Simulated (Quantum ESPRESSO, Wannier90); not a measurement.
# YSi2 (P6/mmm): Wannier90 run

Materials Project entry mp-2568; symmetrised, unrelaxed at this level. COD (Crystallography Open Database) has an entry of this formula and space group (matched by these alone). Method: PBEsol plane waves in Quantum ESPRESSO 7.5 (PseudoDojo norm-conserving files, 58 Ry, spinors with spin-orbit coupling), Bloch states on a 6×6×6 mesh through Γ, Wannier90 4.0.1. Density: 12×12×8 mesh, cold smearing 0.01 Ry.

On the energy scale of pw.x, whose zero is arbitrary, the Fermi level lies at 10.94 eV.

Input w.win:

```
num_bands = 2
num_wann = 2
exclude_bands = 1-2,5-62
spinors = true
num_iter = 1000
conv_tol = 1.0e-6
conv_window = 4
write_hr = true
write_u_matrices = true
auto_projections = true
begin unit_cell_cart
ang
    4.0754900550    0.0000000000    0.0000000000
   -2.0377450275    3.5294779205    0.0000000000
    0.0000000000    0.0000000000    3.9901300000
end unit_cell_cart
begin atoms_frac
Y    0.0000000000  0.0000000000  0.0000000000
Si   0.3333333333 -0.3333333333  0.5000000000
Si  -0.3333333333  0.3333333333  0.5000000000
end atoms_frac
mp_grid = 6 6 6
begin kpoints
0.0000000000 0.0000000000 0.0000000000
0.0000000000 0.0000000000 0.1666666667
0.0000000000 0.0000000000 0.3333333333
... (213 more lines: the 6x6x6 mesh through Gamma)
end kpoints
```

Input of pw2wannier90.x that gives the overlap and projection files (equivalent; here they were cut from one run over all bands):

```
&inputpp
  outdir = './out'
  prefix = 'pwscf'
  seedname = 'w'
  write_amn = .true.
  write_mmn = .true.
  scdm_proj = .true.
  scdm_entanglement = 'isolated'
/
```

Output w.wout (banner and timings cut):

```
                                    ------
                                    SYSTEM
                                    ------

                              Lattice Vectors (Ang)
                    a_1     4.075490   0.000000   0.000000
                    a_2    -2.037745   3.529478   0.000000
                    a_3     0.000000   0.000000   3.990130

                   Unit Cell Volume:      57.39544  (Ang^3)

                        Reciprocal-Space Vectors (Ang^-1)
                    b_1     1.541701   0.890101  -0.000000
                    b_2     0.000000   1.780202   0.000000
                    b_3     0.000000  -0.000000   1.574682

 *----------------------------------------------------------------------------*
 |   Site       Fractional Coordinate          Cartesian Coordinate (Ang)     |
 +----------------------------------------------------------------------------+
 | y    1   0.00000   0.00000   0.00000   |    0.00000   0.00000   0.00000    |
 | si   1   0.33333  -0.33333   0.50000   |    2.03775  -1.17649   1.99507    |
 | si   2  -0.33333   0.33333   0.50000   |   -2.03775   1.17649   1.99507    |
 *----------------------------------------------------------------------------*
                                ------------
                                K-POINT GRID
                                ------------

             Grid size =  6 x  6 x  6      Total points =  216

 *---------------------------------- MAIN ------------------------------------*
 |  Number of Wannier Functions               :                 2             |
 |  Number of Objective Wannier Functions     :                 2             |
 |  Number of input Bloch states              :                 2             |
 |  Output verbosity (1=low, 5=high)          :                 1             |
 |  Timing Level (1=low, 5=high)              :                 1             |
 |  Optimisation (0=memory, 3=speed)          :                 3             |
 |  Length Unit                               :               Ang             |
 |  Post-processing setup (write *.nnkp)      :                 F             |
 |  Using Gamma-only branch of algorithms     :                 F             |
 *----------------------------------------------------------------------------*
 *------------------------------- WANNIERISE ---------------------------------*
 |  Total number of iterations                :              1000             |
 |  Number of CG steps before reset           :                 5             |
 |  Trial step length for line search         :             2.000             |
 |  Convergence tolerence                     :         0.100E-05             |
 |  Convergence window                        :                 4             |
 |  Iterations between writing output         :                 1             |
 |  Iterations between backing up to disk     :               100             |
 |  Write r^2_nm to file                      :                 F             |
 |  Write xyz WF centres to file              :                 F             |
 |  Write on-site energies <0n|H|0n> to file  :                 F             |
 |  Use guiding centre to control phases      :                 F             |
 |  Use phases for initial projections        :                 F             |
 *----------------------------------------------------------------------------*
 *-------------------------------- PLOTTING ----------------------------------*
 |  Plotting Hamiltonian in WF basis          :                 T             |
 *----------------------------------------------------------------------------*

       ... (k-mesh section left out)

 Starting a new Wannier90 calculation ...

 Reading overlaps from w.mmn

 Reading projections from w.amn

 *------------------------------- WANNIERISE ---------------------------------*
 +--------------------------------------------------------------------+<-- CONV
 | Iter  Delta Spread     RMS Gradient      Spread (Ang^2)            |<-- CONV
 +--------------------------------------------------------------------+<-- CONV

 ------------------------------------------------------------------------------
 Initial State
  WF centre and spread    1  ( -0.000005,  0.000000, -0.000004 )     0.70936119
  WF centre and spread    2  (  0.000005, -0.000000,  0.000004 )     0.71270597
  Sum of centres and spreads ( -0.000000,  0.000000,  0.000000 )     1.42206716

      0     0.142E+01     0.0000000000        1.4220671588  <-- CONV
        O_D=      0.0033930 O_OD=      0.0003664 O_TOT=      1.4220672 <-- SPRD
 ------------------------------------------------------------------------------
      1    -0.366E-02     0.0326019766        1.4184059387  <-- CONV
        O_D=      0.0000527 O_OD=      0.0000455 O_TOT=      1.4184059 <-- SPRD
      2    -0.533E-04     0.0081737190        1.4183526270  <-- CONV
        O_D=      0.0000213 O_OD=      0.0000235 O_TOT=      1.4183526 <-- SPRD
      3    -0.197E-04     0.0043111382        1.4183328985  <-- CONV
        O_D=      0.0000105 O_OD=      0.0000147 O_TOT=      1.4183329 <-- SPRD
      4    -0.179E-05     0.0015920561        1.4183311040  <-- CONV
        O_D=      0.0000094 O_OD=      0.0000139 O_TOT=      1.4183311 <-- SPRD
      5    -0.176E-06     0.0004781638        1.4183309280  <-- CONV
        O_D=      0.0000093 O_OD=      0.0000139 O_TOT=      1.4183309 <-- SPRD
      6    -0.247E-07     0.0001635730        1.4183309033  <-- CONV
        O_D=      0.0000093 O_OD=      0.0000139 O_TOT=      1.4183309 <-- SPRD
      7    -0.489E-08     0.0000671232        1.4183308985  <-- CONV
        O_D=      0.0000093 O_OD=      0.0000139 O_TOT=      1.4183309 <-- SPRD
      8    -0.377E-08     0.0000528267        1.4183308947  <-- CONV
        O_D=      0.0000093 O_OD=      0.0000139 O_TOT=      1.4183309 <-- SPRD
             <<<     Delta < 1.000E-06  over  4 iterations     >>>
             <<< Wannierisation convergence criteria satisfied >>>
 Final State
  WF centre and spread    1  (  0.000000,  0.000000, -0.000000 )     0.70916545
  WF centre and spread    2  ( -0.000000, -0.000000,  0.000000 )     0.70916545
  Sum of centres and spreads ( -0.000000,  0.000000,  0.000000 )     1.41833089

         Spreads (Ang^2)       Omega I      =     1.418307753
        ================       Omega D      =     0.000009288
                               Omega OD     =     0.000013854
    Final Spread (Ang^2)       Omega Total  =     1.418330895
```
